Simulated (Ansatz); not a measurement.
Here is the system:

SiMo2C:
```xyz
8
Lattice="3.0707 0.0000 0.0000 -1.5354 2.6593 0.0000 0.0000 0.0000 12.3360" Properties=species:S:1:pos:R:3 pbc="T T T"
Si     1.5354     0.8864     3.0840
Si     0.0000     1.7729     9.2520
Mo     1.5354     0.8864    11.1874
Mo     0.0000     1.7729     1.1485
Mo     0.0000     1.7729     5.0194
Mo     1.5354     0.8864     7.3165
C      0.0000     0.0000     0.0000
C      0.0000     0.0000     6.1680
```

This is the PBEsol-relaxed structure. x, y and z are the axes in which the lattice vectors are written.

### Question
All from DFT-PBEsol in the program Ansatz with PAW potentials, unless another level is named. Predict the Young's modulus.

### Answer
263 GPa.

### Question
What about the elastic constants (relaxed ions, GPa)?

### Answer
C11 = 332, C12 = 158, C13 = 209, C33 = 369, C44 = 140.

Space group P6_3/mmc. The start of the workflow was typed in or built on a structure type; neither database checked (COD, Materials Project) lists it. Its standing as an ambient phase is unchecked. Symmetry was held in the PBEsol relaxation; whether a distortion lowers the energy is not shown. No spin polarisation was allowed. As this level gives no gap, shear constants depend on the k-mesh and smearing (Fermi–Dirac, 0.1 eV here).

Potentials: the earlier of the program's two PAW sets. The files were generated under PBE; for other functionals the program regenerates the frozen cores, and for LDA and PBEsol the local potential too.
